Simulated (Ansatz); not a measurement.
**MgO (Fm-3m), quasi-harmonic thermal expansion: input and output**

Method: PBEsol, PAW on Ansatz 0.2.0's default frozen-core files (fitted under PBE), scalar-relativistic.

Cell and atoms were relaxed beforehand by PAW with this functional.

Launched as:

```sh
ansatz run input.yaml --threads 2 --pin off --max-ram 5120MiB --backend cpu --events-out ev --progress --plain --runs-dir out
```

input.yaml:

```yaml
crystal:
  lattice:
    - [0.0, 2.10713413222, 2.10713413222]
    - [2.10713413222, 0.0, 2.10713413222]
    - [2.10713413222, 2.10713413222, 0.0]
  atoms:
    - { symbol: Mg, position: [0.0, 0.0, 0.0] }
    - { symbol: O, position: [0.5, 0.5, 0.5] }
kpoints:
  mp_grid: { grid: [12, 12, 12] }
scf:
  occupations: { method: fixed }
hamiltonian:
  xc: pbesol
  pseudopotentials: { kind: paw }
phonons:
  qmesh: [4, 4, 4]
  thermal_expansion: {}
  temperatures: { t_min: 0, t_max: 500, t_step: 50 }
```

The program printed:

```
Warning: RAYON_NUM_THREADS=2 ignored (pool sized by the plan → 2); use --threads N
The last accepted step is kept in <dir> (removed where the run ends without a failure and the disk answers)
Engine: ansatz 0.2.0, x86_64-unknown-linux-gnu
Pseudopotentials: kind: paw
Pseudopotential: Mg, paw, valence charge 10, recommended cutoff 420 eV (normal), Mg.paw.azcp
Pseudopotential: O, paw, valence charge 6, recommended cutoff 420 eV (normal), O.paw.azcp
Functional definition: PBEsol
  exchange = pbesol_x
  correlation = pbesol_c
Crystal: 2 atoms, lattice volume = 18.711 Å³
Basis set: ecut = 487.2 eV, 459 PW (Γ), exchange–correlation on 48×48×48 points (8 copies of the dense FFT grid, shifted against one another)
Bands: 12, of which v1, the nominal top of the filled ones, is band 8 counted from 1 (7 counted from 0)
Symmetry: 48 space group operations
Space group: Fm-3m (ITA 225), of the structure as read, at distance tolerance 2.7e-5 Å
k-points: 72 of 1728
Non-local potential: Mg, projectors of the file, l = 0: 3, l = 1: 2, l = 2: 1
Non-local potential: O, projectors of the file, l = 0: 2, l = 1: 2, l = 2: 1
PAW form: soft (Blöchl's): semilocal exchange-correlation on the pseudo side does not see the compensation charge
PAW frozen core: Mg, regenerated for the run's functional, and the local potential with it (the file was generated under x = pbe(κ = 0.804, μ = 0.2195149727645171), c = pbe(β = 0.06672455060314922))
PAW frozen core: O, regenerated for the run's functional, and the local potential with it (the file was generated under x = pbe(κ = 0.804, μ = 0.2195149727645171), c = pbe(β = 0.06672455060314922))
PAW one-centre angular grid: Mg, 110 points (default); XC on 64 Gauss nodes
PAW one-centre angular grid: O, 110 points (default); XC on 64 Gauss nodes
Initial density: superposition of atomic densities (neutral atoms: chi_scale 0, normalization atom), corrected by the library's trained network
Initial wavefunctions: pseudopotential atomic-orbital guess
[... 67 lines left out ...]
--- Thermal expansion: 10 cells in 3 rounds, 0 GPa ---
  no lower state was reached at cell 4
  without vibrations: a 2.98013, b 2.98013, c 2.98013 Å, V 18.7150 Å³, B 157.44 GPa
  at 0 K: a 2.99207, b 2.99207, c 2.99207 Å, V 18.9409 Å³, B 152.64 GPa
  zero-point expansion: a +0.401, b +0.401, c +0.401, V +1.207 %
      T/K        a/Å        b/Å        c/Å       V/Å³ | expansion of a, b, c, V (1e-6/K)   | that of V in the mean from 25 °C | C_P, C_V (J/mol K of the cell) | B_T, B_S (GPa)
     0.00    2.99207    2.99207    2.99207    18.9409 |    0.00    0.00    0.00    0.00 |   16.95 |     0.000     0.000 |   152.64   152.64
    50.00    2.99208    2.99208    2.99208    18.9411 |    0.29    0.29    0.29    0.86 |   20.32 |     0.999     0.998 |   152.62   152.63
   100.00    2.99227    2.99227    2.99227    18.9447 |    2.69    2.69    2.69    8.06 |   24.48 |     8.884     8.873 |   152.31   152.51
   150.00    2.99293    2.99293    2.99293    18.9572 |    6.04    6.04    6.04   18.12 |   28.32 |    19.667    19.581 |   151.47   152.13
   200.00    2.99404    2.99404    2.99404    18.9784 |    8.71    8.71    8.71   26.14 |   31.41 |    28.280    28.045 |   150.28   151.53
   250.00    2.99550    2.99550    2.99550    19.0061 |   10.60   10.60   10.60   31.81 |   33.83 |    34.335    33.904 |   148.90   150.79
   298.15    2.99713    2.99713    2.99713    19.0371 |   11.90   11.90   11.90   35.70 |       - |    38.408    37.765 |   147.47   149.98
   300.00    2.99719    2.99719    2.99719    19.0383 |   11.94   11.94   11.94   35.83 |   35.76 |    38.539    37.888 |   147.42   149.95
   350.00    2.99906    2.99906    2.99906    19.0739 |   12.93   12.93   12.93   38.78 |   37.35 |    41.523    40.641 |   145.87   149.04
   400.00    3.00106    3.00106    3.00106    19.1121 |   13.69   13.69   13.69   41.06 |   38.69 |    43.713    42.593 |   144.29   148.08
   450.00    3.00316    3.00316    3.00316    19.1523 |   14.30   14.30   14.30   42.90 |   39.86 |    45.376    44.013 |   142.66   147.08
   500.00    3.00535    3.00535    3.00535    19.1942 |   14.82   14.82   14.82   44.46 |   40.88 |    46.683    45.072 |   141.01   146.05
  the static fit leaves 0.001 meV an atom of the energies and, of the stresses, 0.000 GPa of each cell's largest along a strain (root mean squares over the cells), whose Pulay part it has at -0.024 GPa
  vibrations' free energy: its fit passes through its cells
  the electrons' free energy at temperature is not in it: every band gap is over 0.52 eV
  free energies summed between the sampled wave vectors
  estimated error of the fitted expansion in any direction: up to 0.032e-6/K, at 500 K, with few degrees of freedom (an estimate, not a bound: it was exceeded on models of known expansion)
  by sums over the sampled wave vectors an expansion of the volume parts by up to 0.20e-6/K
  by a static energy of one degree less an expansion of the volume parts by up to 0.03e-6/K
  band gaps on the cells' k-points are 4.138 to 4.908 eV
```

The run converged.

### Thermal expansion

Quasi-harmonic lattice of a crystal by Kohn-Sham DFT: finite-displacement phonons on strained cells about the given cell, electrons' free energy included in metals.

```
temperature (K)  volume expansion coefficient (×10⁻⁶/K)  volume over given cell less one (%)  heat capacity constant pressure (k_B/atom)  isothermal bulk modulus (GPa)  grueneisen parameter
             50                                  0.8561                                1.227                                     0.06005                          152.6                 1.493
            100                                   8.061                                1.247                                      0.5342                          152.3                 1.579
            150                                   18.12                                1.314                                       1.183                          151.5                   1.6
            200                                   26.14                                1.427                                       1.701                          150.3                 1.601
            250                                   31.81                                1.575                                       2.065                          148.9                 1.599
            300                                   35.83                                1.747                                       2.318                          147.4                 1.598
            350                                   38.78                                1.937                                       2.497                          145.9                 1.599
            400                                   41.06                                2.141                                       2.629                          144.3                 1.601
            450                                    42.9                                2.356                                       2.729                          142.7                 1.604
            500                                   44.46                                 2.58                                       2.807                            141                 1.608
```

Known limits: frozen-core PAW files fitted under PBE, their cores solved anew for the functional of the run; expansion moves with the q mesh.

It took 14 min on 2 threads of Intel(R) Xeon(R) Platinum 8488C (Sapphire Rapids) (shared host), peak memory 1 GiB.
